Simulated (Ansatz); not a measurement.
# BaGaHO₂, first-principles data

BaGaHO₂:
```
CELL_PARAMETERS angstrom
      3.98003     0.00000     0.00000
      0.00000     3.98003     0.00000
      0.00000     0.00000     3.89773
ATOMIC_POSITIONS crystal
  Ba 0.50000 0.50000 0.50000
  Ga 0.00000 0.00000 0.00000
  O  0.50000 0.00000 0.00000
  O  0.00000 0.50000 0.00000
  H  0.00000 0.00000 0.50000
```

Space group P4/mmm (No. 123); conventional cell a = 3.9800 Å, b = 3.9800 Å, c = 3.8977 Å, α = 90.00°, β = 90.00°, γ = 90.00°.

Method: r²SCAN (plane waves, PAW; program Ansatz). The cell and atoms are relaxed at this level. Other levels are named where they apply.

Cell and energy:

- Volume per atom = 12.35 Å³
- Density = 6.46 g/cm³
- Formation energy from the elements (no fitted shifts) = -1.84 eV/atom

Electronic structure:

Band gap: 0.88 eV (indirect)
Valence-band maximum: at A
Conduction-band minimum: at Z
Smallest direct gap on the standard path: 1.10 eV
Electron effective mass: 0.13, 0.21, 0.21 mₑ (principal values)
Electron effective mass with spin–orbit coupling: 0.13, 0.21, 0.21 mₑ (principal values)
Hole effective mass: 0.70, 0.70, 14 mₑ (principal values)
Hole effective mass with spin–orbit coupling: 0.70, 0.70, 14 mₑ (principal values)
HSE06 gap on the r²SCAN cell: 1.89 eV
Gap with spin–orbit coupling: 0.88 eV

Mechanics:

- Bulk modulus (Birch–Murnaghan fit) = 125 GPa
- Pressure derivative B′ = 4.5
- Elastic constants (relaxed ions, GPa) = C11 = 224, C12 = 98.2, C13 = 82.3, C33 = 176, C44 = 98.0, C66 = 123
- Mechanical stability = stable (all eigenvalues of C positive)
- Hill bulk and shear moduli = 127 and 84.2 GPa
- Young's modulus = 207 GPa
- Poisson's ratio = 0.23
- Debye temperature from the elastic constants = 515 K

Charges:

* **Bader charges**: Ba +1.54, Ga +1.78, O -1.37, H -0.57 e

The start of the workflow was typed in or built on a structure type; neither database checked (COD, Materials Project) lists it. Whether it is the stable phase at ambient conditions was not checked. The cell was relaxed with r²SCAN under the symmetry of its start; whether a distortion lowers the energy is not shown. The references are the lowest solids computed at this level, not always the standard phases (solids in place of the gases). Spin–orbit coupling is left out wherever it is not named.

Potentials: the earlier of the program's two PAW sets. The files were generated under PBE; for other functionals the program regenerates the frozen cores, and for LDA and PBEsol the local potential too.
